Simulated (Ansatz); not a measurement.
Given:

Cs2KScF6:
```yaml
crystal:
  lattice:
    - [0.00000, 4.58793, 4.58793]
    - [4.58793, 0.00000, 4.58793]
    - [4.58793, 4.58793, 0.00000]
  atoms:
    - { symbol: K, position: [0.50000, 0.50000, 0.50000] }
    - { symbol: Cs, position: [0.25000, 0.25000, 0.25000] }
    - { symbol: Cs, position: [0.75000, 0.75000, 0.75000] }
    - { symbol: Sc, position: [0.00000, 0.00000, 0.00000] }
    - { symbol: F, position: [0.77975, 0.22025, 0.22025] }
    - { symbol: F, position: [0.22025, 0.77975, 0.77975] }
    - { symbol: F, position: [0.22025, 0.77975, 0.22025] }
    - { symbol: F, position: [0.77975, 0.22025, 0.77975] }
    - { symbol: F, position: [0.22025, 0.22025, 0.77975] }
    - { symbol: F, position: [0.77975, 0.77975, 0.22025] }
```

This is the r²SCAN-relaxed structure.

Problem. All from DFT-r²SCAN in the program Ansatz with PAW potentials, unless another level is named. Predict the electron effective mass, band 2 of 3 at the edge.

Solution. 3.7 along [100], 5.0 along [110], 5.7 along [111] (mₑ).

Problem. What about the HSE06 gap on the r²SCAN cell?

Solution. 9.17 eV.

Space group Fm-3m. The first step of the workflow began from a Materials Project structure, measured or hypothetical; the Crystallography Open Database copy checked does not list it. Its standing as an ambient phase is unchecked. The r²SCAN relaxation kept the symmetry of its start; whether a distortion lowers the energy is not shown. The run is not spin-polarised. Scalar-relativistic: spin–orbit coupling is off unless named, which matters more the heavier the elements.

Potentials: the later of the program's two PAW sets.
